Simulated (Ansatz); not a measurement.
## Structure relaxation, Ir

The start is a relaxed Ir cell shaken by Gaussian noise of σ = 0.08 Å a coordinate. Cell shape, volume and atoms are optimised at zero target pressure with r2SCAN (plane waves to 500 eV, PAW, scalar-relativistic; Ansatz, a quantum-chemistry and plane-wave program). The first steps use a coarse 7×7×7 k-mesh.

The start:
```yaml
crystal:
  lattice:
    - [4.91087, 0.00000, 0.00000]
    - [0.00000, 4.91087, 0.00000]
    - [0.00000, 0.00000, 4.91087]
  atoms:
    - { symbol: Ir, position: [0.18134, 0.13206, 0.15334] }
    - { symbol: Ir, position: [0.62779, 0.32398, 0.83084] }
    - { symbol: Ir, position: [0.87517, 0.65024, 0.34806] }
    - { symbol: Ir, position: [0.36455, 0.83837, 0.61417] }
    - { symbol: Ir, position: [0.86308, 0.84901, 0.86194] }
    - { symbol: Ir, position: [0.34485, 0.65771, 0.13948] }
    - { symbol: Ir, position: [0.15665, 0.35332, 0.68008] }
    - { symbol: Ir, position: [0.67810, 0.13912, 0.33816] }
```

Problem. How large is the pressure on the unrelaxed cell, and of which sign?

Solution. +5.0 GPa (positive: the cell is compressed).

Problem. What is the largest force in the starting geometry, and on which atom (counted from 1)?

Solution. 3.38 eV/Å, on Ir6 (atoms numbered as listed).

Problem. By how much does the energy per atom fall from start to end?

Solution. 0.30 eV/atom.

Problem. How does the volume change?

Solution. -0.9 %, from 14.80 to 14.67 Å³/atom.

Problem. How do the shortest distances between atoms change?

Solution. The closest pairs of elements (up to four, under 3.6 Å), start → end: Ir–Ir 2.43 → 2.63 Å.

Problem. What band gap does the relaxed structure have at this level?

Solution. Zero (metallic).

Problem. What does it relax into? Give the structure.

Solution. 
Space group P2₁/c (No. 14); a = 5.1758 Å, b = 4.6548 Å, c = 5.0364 Å, α = 90.00°, β = 104.69°, γ = 90.00°

```tsv
atom	site	symmetry	x	y	z
Ir	4e	1	0.3890	0.1601	0.2842
Ir	4e	1	0.1366	0.6598	0.3498
```

Final values are on a 9×10×10 k-mesh of the relaxed cell. No spin polarisation in the result.

The relaxed structure here is a generated cell of Ir: the first start was made by placing the elements on the sites of a structure type, and the end was not matched to a known phase here, so it may be hypothetical. Known forms of Ir include space group No. 225.
